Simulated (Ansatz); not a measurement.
Ta (Im-3m): total moment held at 0.35 μB

These are results of DFT, PBE, all-electron PAW with datasets made for the crystal, scalar-relativistic in Ansatz, not measurements.

Command: `ansatz run input.yaml --threads 1 --pin off --max-ram 3072MiB --backend cpu --events-out ev --progress --plain --runs-dir out`

```yaml
crystal:
  lattice:
    - [-1.65128, 1.65128, 1.65128]
    - [1.65128, -1.65128, 1.65128]
    - [1.65128, 1.65128, -1.65128]
  atoms:
    - { symbol: Ta, position: [0.0, 0.0, 0.0], spin: 0.35 }
magnetization:
  spin_polarized: true
  initial_magnetization: 0.35
  spin_locking: { lock_magnetization: hard }
kpoints:
  mp_grid: { grid: [12, 12, 12] }
scf:
  occupations: { method: fermi_dirac, width: 0.05 }
  lower_state_search: "off"
hamiltonian:
  xc: pbe
  pseudopotentials: { kind: all_electron, datasets: crystal }
output:
  forces: true
  stress: true
  eigenvalues: false
```

Output:

```
settings of this run that can trade accuracy for cost: output.eigenvalues: false. Do not mix this run's numbers with those of runs without the same settings; the input reference describes each key
hamiltonian.pseudopotentials.datasets: crystal makes datasets for this crystal and solves the spheres of its atoms anew in each pass: cutoff 440.0 eV, the density's 1760.0 eV; for an error of 0.50 meV an atom under PBE, 0.5 meV for the cell; an energy difference from a run of another recipe may be off by several times the error for the cell, under r2SCAN by more, where some 0.1 meV an atom stays a …
Engine: ansatz 0.2.0
Pseudopotentials: kind: all_electron
Pseudopotential: Ta, paw, valence charge 27, recommended cutoff 440 eV (normal), crystal/all_electron/pbe/scalar/gaussian/Ta, Koelling and Harmon's equation, gaussian nucleus
Functional definition: PBE
  parameter kappa = 0.804
  parameter beta = 0.06672455060314922
  exchange = pbe_x(kappa = kappa, mu = beta*pi^2/3)
  correlation = pbe_c(beta = beta)
Crystal: 1 atoms, lattice volume = 18.010 Å³
Basis set: ecut = 440 eV, 369 PW (Γ), exchange–correlation on 40×40×40 points (8 copies of the dense FFT grid, shifted against one another)
Bands: 18, of which v1, the nominal top of the filled ones, is band 14 counted from 1 (13 counted from 0)
Symmetry: 48 space group operations
Space group: Im-3m (ITA 229), of the structure as read, at distance tolerance 2.6e-5 Å
Magnetic group: BNS 229.140 (UNI 1642), of the structure as read, at distance tolerance 2.6e-5 Å
k-points: 72 of 1728
Non-local potential: Ta, projectors of the file, l = 0: 2, l = 1: 2, l = 2: 2, l = 3: 2
PAW form: soft (Blöchl's): semilocal exchange-correlation on the pseudo side does not see the compensation charge
PAW one-centre angular grid: Ta, 590 points (default); XC on its mesh's 1823 points in the sphere
Initial density: superposition of atomic densities (chi_scale 0.1, normalization cell)
Starting moments: Σ|m| = 0.35 μB on 1 of 1 site
Initial wavefunctions: pseudopotential atomic-orbital guess
Functional: x = pbe(κ = 0.804, μ = 0.2195149727645171), c = pbe(β = 0.06672455060314922)
iter 1 solved again at ethr=4.63e-3 eV; its pass at ethr=1.00e-1 eV (dr2=1.25e0 eV) is discarded
SCF iter   1: F=—  HF=-424569.524380 eV  |F-HF|=—  |Δ(HF+E_count)|=         —  Δρ=5.18e-2 (↑5.18e-2 ↓2.94e-2)  dr2=1.25e0  dr2_m=4.93e-2  M=0.350 μB ∫|m|=0.350 μB  β_m=0.30  ethr=4.63e-3  ⟨swp⟩=2.2  Hψ=12864  notcnv=0
preconditioner: auto → Kerker (q_TF=auto, 2.919 Å⁻¹)  [metal: Δε(μ)=0.043 eV  Ē_g=24.464 eV  σ=0.050 eV  W_gap=0.21  n_scr=12 (ndim 8)  ℏωp=43.7 eV  f_vac=0.000  D(μ)=1.16/eV (n_scr^D=12)]
spin=Collinear: Kerker preconditioning applied to the charge; magnetization (m = ρ↑ − ρ↓) channel mixes plain (no charge-response kernel on spin).
SCF iter   2: F=—  HF=-424569.369192 eV  |F-HF|=—  |Δ(HF+E_count)|=   1.55e-1  Δρ=4.07e-2 (↑4.07e-2 ↓2.45e-2)  dr2=8.20e-1  dr2_m=2.53e-2  M=0.350 μB ∫|m|=0.350 μB  β_m=0.65  ethr=4.62e-3  ⟨swp⟩=2.0  Hψ=5184  notcnv=0
iter 3 solved again at ethr=3.80e-5 eV; its pass at ethr=3.04e-3 eV (dr2=1.03e-2 eV) is discarded
SCF iter   3: F=—  HF=-424569.057734 eV  |F-HF|=—  |Δ(HF+E_count)|=   3.11e-1  Δρ=4.54e-3 (↑4.00e-3 ↓4.54e-3)  dr2=1.02e-2  dr2_m=2.00e-4  M=0.350 μB ∫|m|=0.350 μB  β_m=0.62  ethr=3.80e-5  ⟨swp⟩=2.0  Hψ=12133  notcnv=0  defer=1
SCF iter   4: F=—  HF=-424569.070971 eV  |F-HF|=—  |Δ(HF+E_count)|=   1.32e-2  Δρ=3.75e-3 (↑3.62e-3 ↓3.75e-3)  dr2=7.34e-3  dr2_m=1.22e-5  M=0.350 μB ∫|m|=0.350 μB  β_m=0.81  ethr=3.79e-5  ⟨swp⟩=2.5  Hψ=4822  notcnv=0  defer=1
SCF iter   5: F=—  HF=-424569.083232 eV  |F-HF|=—  |Δ(HF+E_count)|=   1.23e-2  Δρ=8.56e-4 (↑7.29e-4 ↓8.56e-4)  dr2=2.06e-4  dr2_m=2.20e-6  M=0.350 μB ∫|m|=0.350 μB  β_m=0.80  ethr=2.72e-5  ⟨swp⟩=3.0  Hψ=5989  notcnv=0  defer=1
SCF iter   6: F=—  HF=-424569.083464 eV  |F-HF|=—  |Δ(HF+E_count)|=   2.33e-4  Δρ=3.19e-4 (↑3.19e-4 ↓3.15e-4)  dr2=3.80e-5  dr2_m=2.92e-7  M=0.350 μB ∫|m|=0.350 μB  β_m=0.80  ethr=7.63e-7  ⟨swp⟩=3.0  Hψ=6603  notcnv=0
SCF iter   7: F=—  HF=-424569.083490 eV  |F-HF|=—  |Δ(HF+E_count)|=   2.54e-5  Δρ=9.41e-5 (↑8.45e-5 ↓9.41e-5)  dr2=2.40e-6  dr2_m=3.12e-8  M=0.350 μB ∫|m|=0.350 μB  β_m=0.90  ethr=1.41e-7  ⟨swp⟩=3.0  Hψ=6577  notcnv=0
SCF iter   8: F=—  HF=-424569.083495 eV  |F-HF|=—  |Δ(HF+E_count)|=   5.26e-6  Δρ=2.11e-5 (↑1.53e-5 ↓2.11e-5)  dr2=2.12e-7  dr2_m=2.73e-9  M=0.350 μB ∫|m|=0.350 μB  β_m=0.93  ethr=8.87e-9  ⟨swp⟩=3.0  Hψ=5359  notcnv=0
SCF iter   9: F=—  HF=-424569.083495 eV  |F-HF|=—  |Δ(HF+E_count)|=   2.90e-8  Δρ=5.43e-6 (↑3.08e-6 ↓5.43e-6)  dr2=9.08e-9  dr2_m=5.01e-10  M=0.350 μB ∫|m|=0.350 μB  β_m=0.96  ethr=7.86e-10  ⟨swp⟩=2.7  Hψ=4780  notcnv=0
SCF iter  10: F=-424569.083495 eV  HF=-424569.083495 eV  |F-HF|=1.75e-10  |Δ(HF+E_count)|=   3.96e-9  Δρ=7.22e-7 (↑6.82e-7 ↓7.22e-7)  dr2=2.72e-10  dr2_m=1.04e-11  M=0.350 μB ∫|m|=0.350 μB  ethr=3.36e-11  ⟨swp⟩=3.0  Hψ=5018  notcnv=0
SCF 1 converged in 10 iterations: F = -424569.083495 eV  dr2 = 2.72e-10
  Residual-converged pass: ⟨swp⟩=2.0  Hψ=3579  notcnv=0  max |occ|·‖R‖ = 3.7e-6 eV (tolerance 3.7e-6 eV)  dr2=2.79e-10  dr2_m=1.05e-11  dr2_onsite=3.64e-9  max |Δocc| = 1.7e-10
  greatest PAW one-centre occupation: 1.001 electrons in one spin orbital (limit 2), on the Ta atom at site 0 (counted from 0), in its partial waves of l = 3
SCF converged after 10 iterations
Stability checked in part: among states of this total moment the steps that led to this state did not find it unstable. No probe was made; neither looks for a lower state of another moment (fixed_total_moment; see scf.lower_state_search)
Magnetization: 0.3500 μB (13.6750 up, 13.3250 down)
Absolute magnetization: 0.3500 μB (∫|ρ↑−ρ↓|)
Spin contamination: -0.0458 ħ² per cell (⟨S²⟩ above its minimum at these occupations)
Per-site moments (μB) at R_I (Å): [(0.21392736032196952, 1.1797916037279637)]
Free energy (F): -424569.083495 eV
Harris-Foulkes:  -424569.083495 eV  (|F-HF|=1.75e-10)
Internal energy: -424569.071858 eV  (E = F + TS)
E sigma→0 (E₀):  -424569.077677 eV
Entropy (-TS):   -0.011637 eV (-11.637 meV/atom)
Past the cutoff: the bands carry plane waves up to 1.75 times it, of which those up to 1.5 times it add -0.000447 eV an atom, each by itself; the spheres take 0.000351 eV an atom off the energy for waves past 1.75 times it
By the cutoff:   a pressure is off by up to 0.008 GPa (1.2 times the spheres' own share and the shells' term, over an atom's volume, and 0.004 GPa: a bound that held against runs at twice the plane waves)
Past the cutoffs: a stress includes 0.0016 GPa for waves and charges beyond them, in addition to the slope of what the spheres take
In the spheres:  the bands' charges fall short by 1.2e-6 e at most (sound up to 1e-3)
Fermi energy:    24.855659 (↑ 24.982769, ↓ 24.728549) eV
--- Per-component energies (eV) ---
  E_band       = 60.579975
  E_kinetic    = 253.115890
  E_local      = -3665.782217  (includes V_loc(G=0)·N_el)
  E_nonlocal   = -2694.615726
  E_hartree    = 1943.880386
  E_xc         = -83.542029
  E_vxc        = -108.898410  (∫ρ·V_xc dr)
  E_paw        = -433111.376269  (= ΣΔE_a)
  E_vpaw       = -16183.984152  (= ΣTr[D̂ρ^β])
  E_ewald      = -5783.736936
  E_smearing   = -0.011637  (= −TS)
  E_closure    = 18572.985042  (closes the sum)
  Σ components = -424569.083495   (vs F -424569.083495, Δ=0.00e0)
  The terms above E_closure are by the made datasets' own strengths, without shells solved beside the bands.
--- Forces (eV/Å), atoms counted from 1 ---
  atom   1  Ta     0.00000000    -0.00000000     0.00000000
  max |Σ_I F_I| component: 5.65e-32 eV/Å
--- Stress (GPa, compression-positive) ---
        3.452801       0.000000       0.000000
        0.000000       3.452801      -0.000000
        0.000000      -0.000000       3.452801
  P = ⅓ Tr σ = 3.4528 GPa (34.528 kbar)
settings of this run that can trade accuracy for cost: output.eigenvalues: false. Do not mix this run's numbers with those of runs without the same settings; the input reference describes each key
```

Site moments (μB): Ta 0.21. Cell moment 0.35 μB.

The magnetic group in the log treats spin as a scalar label, without spin–orbit coupling.

The Ansatz runs typed with the search for lower states off end where their start leads. Spin–orbit coupling is left out although heavy atoms are present. These are results for the start and cell typed. The real compound can order otherwise, in a larger cell, or not at all, since semilocal functionals at zero temperature often overstate magnetism.

It took 9.2 s on 1 thread of Arm Neoverse V2, on a shared host, peak memory 0.48 GiB.
